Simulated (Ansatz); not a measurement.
**SrMoO4: reading a single point**

```xyz
12
Lattice="0.0000 5.5352 0.0000 5.5352 0.0000 0.0000 2.7676 2.7676 -5.3274" Properties=species:S:1:pos:R:3 pbc="T T T"
Mo    0.0000    2.7676    0.0000
Mo    2.7676    0.0000    0.0000
O     3.7656    6.5332   -4.0062
O     4.5372    3.7656   -4.0062
O     7.3048    4.5372   -4.0062
O     6.5332    7.3048   -4.0062
O     3.7656    4.5372   -1.3212
O     4.5372    1.7696   -1.3212
O     1.7696    0.9980   -1.3212
O     0.9980    3.7656   -1.3212
Sr    2.7676    2.7676   -2.6637
Sr    5.5352    5.5352   -2.6637
```

The numbers come from plane-wave PAW DFT (Ansatz): m-r2SCAN, no spin polarisation, 500 eV, 5×5×5 Γ-centred k points, cold occupations (width 0.0258 eV). Nothing was relaxed.

Task: Which atom feels the largest force, and which way?

Result: The largest is on O10 (and as large on other atoms): 3.22 eV/Å, components (-1.30, -1.30, 2.64). It makes 12° with the line to a nearest neighbour, Mo1 at 1.93 Å, pointing towards it.

Task: What do density and ELF say about some of the short contacts?

Result: Mo–O at 1.93 Å: least valence density 1.03 e/Å³ and ELF 0.30 there. Sr–O at 2.44 Å: least valence density 0.27 e/Å³ and ELF 0.08 there, a closed-shell (ionic or weak) contact. These are pseudo-fields; inside the PAW spheres they differ from the all-electron ones.

Task: Is there a gap, and of what kind?

Result: The gap is 1.02 eV, indirect (the least direct gap found is 1.07 eV). A semilocal functional usually gives too small a gap.

Task: Is the cell too large or too small?

Result: The pressure is -8.7 GPa (compression positive), so with the atoms held at these fractions the cell would first shrink; the forces are large, so a full relaxation may end otherwise. The principal stresses -10.2, -8.0, -8.0 GPa differ, so its shape would change too.

Origin: a known structure type with other elements, at an estimated volume, so it need not be a known compound. Caveats: atoms or cell far from equilibrium; m-r2SCAN is r2SCAN with a changed spin dependence that lowers moments.
